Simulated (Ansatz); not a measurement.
Consider the following.

AlSiCN:
```cif
data_CAlNSi
_chemical_formula_sum 'Al1 Si1 C1 N1'
_space_group_name_H-M_alt 'P3m1'
_space_group_IT_number 156
_space_group_name_Hall 'P 3 -2"'
_cell_length_a 3.07175
_cell_length_b 3.07175
_cell_length_c 4.99104
_cell_angle_alpha 90.000
_cell_angle_beta 90.000
_cell_angle_gamma 120.000
loop_
_atom_site_label
_atom_site_type_symbol
_atom_site_symmetry_multiplicity
_atom_site_Wyckoff_symbol
_atom_site_fract_x
_atom_site_fract_y
_atom_site_fract_z
_atom_site_occupancy
Al1 Al 1 b 0.33333 0.66667 0.50710 1
Si1 Si 1 c 0.66667 0.33333 0.99744 1
C1 C 1 b 0.33333 0.66667 0.10855 1
N1 N 1 c 0.66667 0.33333 0.63690 1
```

This is the LDA-relaxed structure.

### Question
All from the program Ansatz at the LDA level (PAW), unless another level is named. Give the largest static χ(2) component.

### Answer
9.1 pm/V.

### Question
Predict the Born charges (a third of the trace).

### Answer
Al +2.67, Si +2.82, C -2.74, N -2.74 e.

### Question
Predict the electronic dielectric constant ε∞ (DFPT).

### Answer
5.71 (xx = yy), 5.73 (zz).

### Question
Predict the static dielectric constant ε0 (ions relaxed, cell fixed).

### Answer
9.37 (xx = yy), 10.9 (zz).

The first step of the workflow began from a Materials Project structure, measured or hypothetical; the Crystallography Open Database copy checked does not list it. Whether it is the stable phase at ambient conditions was not checked. The cell was relaxed with LDA under the symmetry of its start; its stability against distortions is not shown here.

Potentials: the later of the program's two PAW sets.
